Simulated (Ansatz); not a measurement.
Rh:
```
CELL_PARAMETERS angstrom
      0.00000     1.87707     1.87707
      1.87707     0.00000     1.87707
      1.87707     1.87707     0.00000
ATOMIC_POSITIONS crystal
  Rh 0.00000 0.00000 0.00000
```

Relaxed with DFT-LDA in the program Ansatz with PAW potentials. Indices refer to the conventional cell of Fm-3m, a = 3.754 Å, b = 3.754 Å, c = 3.754 Å, α = 90.00°, β = 90.00°, γ = 90.00°.

Simulate the powder diffraction pattern (Co Kα, λ = 1.79026 Å; lines above 1 %) up to 2θ = 90°.

Simulated powder pattern, Co Kα, λ = 1.79026 Å (kinematic, ideal powder, no thermal factors, no anomalous dispersion; the 30 strongest lines at most, above 1 %, up to 2θ = 90°):

| 2θ (°) | d (Å) | I/Imax (%) | hkl |
|---|---|---|---|
| 48.79 | 2.167 | 100 | (111) |
| 56.96 | 1.877 | 47 | (200) |
| 84.82 | 1.327 | 31 | (220) |

The LDA relaxation kept the symmetry of its start. The run is not spin-polarised.

Potentials: the earlier of the program's two PAW sets. The files were generated under PBE; for other functionals the program regenerates the frozen cores, and for LDA and PBEsol the local potential too.
